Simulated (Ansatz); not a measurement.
## In2Au: strain energy, fitted

In2Au, Fm-3m, a = 6.570 Å. The structure is a COD entry; whether it is the stable form wasn't checked. Ansatz: r2SCAN, PAW, 500 eV, Γ-centred 8×8×6 mesh on 6 atoms, Gaussian smearing 0.10 eV; no spin polarisation. Series: biaxial strain in the a-b plane, c and atoms relaxed; x is the strain in per cent. The axes a, b, c are those of the computed cell (4.645, 4.645, 6.570 Å), along [1 1 0], [-1 1 0], [0 0 1] of the cell named above. y is the free energy over the unstrained cell, V0 = 23.628 Å³/atom.

| x (%) | y (meV/atom) |
| --- | --- |
| -6.0 | ? |
| -4.0 | 28.10 |
| -2.0 | 7.39 |
| 0.0 | 0.00 |
| 2.0 | 5.79 |
| 4.0 | 21.55 |

Task: Fit y = c2 x² + c3 x³ to the other rows, turn c2 into a modulus, and predict the missing energy.

Result: Least squares on the rows shown. y = 1.5572 x² − 0.051923 x³. In eV per unit strain² c2 is 15.57; M is the biaxial modulus (E = M V0 ε²): 15.57 × 160.2 / (23.628) = 106 GPa. With a term in x⁴ added, the coefficient of x² becomes 1.679, 8 % more, which shows how far this figure hangs on the form. At x = -6.0 the fit asked for gives 67.27 meV/atom. The run gave 57.55 meV/atom, so the fit is 9.72 meV/atom too high, 17 % of the span of the series, against an rms of 0.38 meV/atom on the fitted rows. The row lies outside the fitted range. With a term in x⁴ added, a fit to the same known rows predicts 61.32 meV/atom, so most of the miss is curvature that the known rows already hold.

Spin–orbit coupling is left out, which can shift energies with elements as heavy as these.